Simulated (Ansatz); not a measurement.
SiMo3 in space group Fm-3m (No. 225; Si on 4a, Mo on 4b, Mo on 8c), DFT-PBE in the program Ansatz with PAW potentials, all energies at zero smearing, with the estimated change up to a 700 eV cutoff added, with one set of potentials and settings (totals compare only within such a set). Cell of 4 atoms (1 Si, 3 Mo): -15504.200 eV.

```csv
element,reference phase,E (eV/atom)
Si,"Fd-3m, 2 atoms in the cell",-635.8114
Mo,"Im-3m, 1 atoms in the cell",-4956.0557
```

Formation energy per atom, worked out: (-15504.200 − 1×(-635.8114) − 3×(-4956.0557))/4 = -0.055 eV/atom (-5 kJ per mol of atoms), at 0 K, without zero-point energy or fitted corrections.

A made-up cell: these elements were put on the sites of a structure type; neither database checked (COD, Materials Project) lists it. COD files the formula under space group No. 223, so this cell is another polymorph or a model. Whether it is the stable phase at ambient conditions was not checked. The PBE relaxation kept the symmetry of its start; whether a distortion lowers the energy is not shown. No spin polarisation was allowed. The references are the lowest solids computed at this level, not always the standard phases.

Potentials: the earlier of the program's two PAW sets.
